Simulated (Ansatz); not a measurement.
Here is the system:

AlRu (CsCl type)

```yaml
crystal:
  lattice:
    - [3.00370, 0.00000, 0.00000]
    - [0.00000, 3.00370, 0.00000]
    - [0.00000, 0.00000, 3.00370]
  atoms:
    - { symbol: Al, position: [0.00000, 0.00000, 0.00000] }
    - { symbol: Ru, position: [0.50000, 0.50000, 0.50000] }
```

E(V) scan at fixed shape, V₀ the volume above. Symmetry pins the atoms to their sites.

The numbers are results of PBE (plane waves to 420 eV, PAW, scalar-relativistic; Ansatz, an electronic-structure program), not measurements. k mesh 15×15×15 (Γ-centred), Fermi-Dirac smearing 0.05 eV. Energies are smeared free energies. Stress and pressure are positive under compression. AlRu is run without spin polarisation. AlRu was relaxed with its symmetry unable to fall. The zero of ΔE is the relaxed starting cell.

The scan covers V/V₀ from 0.940 to 1.060 in 13 points.

**Question.** What bulk modulus B₀ follows from a third-order Birch-Murnaghan fit?

**Answer.** 203 GPa.

**Question.** What is the fitted pressure derivative B₀′?

**Answer.** 4.4.

(A scan under strain: stresses follow from slopes of the energy per volume, elastic moduli from its curvatures.)
